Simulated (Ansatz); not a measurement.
A geometry of ZrO2 away from equilibrium: step 2 of the relaxation of a relaxed ZrO2 cell shaken by Gaussian noise of σ = 0.08 Å a coordinate. All values below come from PBEsol (plane waves to 420 eV, PAW, scalar-relativistic; Ansatz, a program for electronic structure). Γ-centred k-mesh 4×4×4 on the run's cell (coarser than for final values), Fermi–Dirac smearing 0.05 eV.

```xyz
12
Lattice="5.2853 0.0461 -0.0338 0.0443 5.0536 0.0140 -0.0326 0.0141 5.0638" Properties=species:S:1:pos:R:3:forces:R:3 pbc="T T T" free_energy=-21022.771 pressure_GPa=0.2
Zr     0.1386     1.3287     1.2879   -0.2748   -0.1833    0.3390
Zr     5.0970     3.7259     3.8331   -0.4726    0.2942   -0.2118
Zr     2.8169     3.7226     1.2795   -0.5302    0.4152    0.2262
Zr     2.4147     1.3941     3.7526    0.2846   -0.8309    1.0785
O      1.8850     0.3622     0.5887    0.0691   -0.1844   -0.0633
O      3.3068     4.7154     3.1319    0.1475    0.0030    0.0540
O      4.5818     4.7482     0.6242   -0.0770   -0.5386   -0.4684
O      0.6254     0.3046     3.1500    0.1279    0.4349   -0.1989
O      1.1769     2.6834     0.0849   -0.2005    0.4353   -0.9000
O      4.0007     2.3595     2.5484    0.7784   -0.0535    0.2340
O      3.7510     2.3725     0.0321    0.9869   -0.1374   -0.4182
O      1.4258     2.6897     2.5373   -0.8394    0.3456    0.3290
```

Positions in Å, forces in eV/Å, free energy of the cell in eV (comparable only within this code, potentials and settings). Largest force: 1.39 eV/Å, on Zr4 (atoms numbered as listed); the geometry lies 0.02 eV/atom above the end of its relaxation.

No spin polarisation in the result.

The first start was generated by placing the elements on the sites of a structure type. A measured structure of ZrO2 has the same space group, Pca2₁ (No. 29); the sites were not compared with it. Another known form has space group No. 14.
